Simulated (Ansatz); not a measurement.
## Zn3S2O (I-4m2) at 2 levels of theory

One geometry, relaxed with PBE; plane waves with PAW potentials in Ansatz, scalar-relativistic. No spin polarisation. Gaps are the least over mesh and band path; pressure is positive in compression.

```cif
data_structure
_symmetry_space_group_name_H-M 'P 1'
_symmetry_Int_Tables_number 1
_cell_length_a 8.0157
_cell_length_b 8.0157
_cell_length_c 8.0157
_cell_angle_alpha 153.405
_cell_angle_beta 153.405
_cell_angle_gamma 37.966
_cell_volume 103.06
loop_
_atom_site_label
_atom_site_type_symbol
_atom_site_fract_x
_atom_site_fract_y
_atom_site_fract_z
_atom_site_occupancy
Zn1 Zn 0.68669 0.68669 0.00000 1
Zn2 Zn 0.31331 0.31331 0.00000 1
Zn3 Zn 0.00000 0.00000 0.00000 1
S1 S 0.40650 0.90650 0.50000 1
S2 S 0.09350 0.59350 0.50000 1
O1 O 0.75000 0.25000 0.50000 1
```

| level | cutoff (eV) | k mesh | gap (eV) | pressure (GPa) |
| --- | --- | --- | --- | --- |
| PBE | 420 | 10×10×10 | 1.11 | 0.0 |

Question: What comes out on the same cell with r2SCAN?

Answer:
```
 level  cutoff (eV)    k mesh  gap (eV)  pressure (GPa)
r2SCAN          500  10×10×10      1.59            -3.1
```

The cell was found from a structure generator's guess, not taken from experiment.
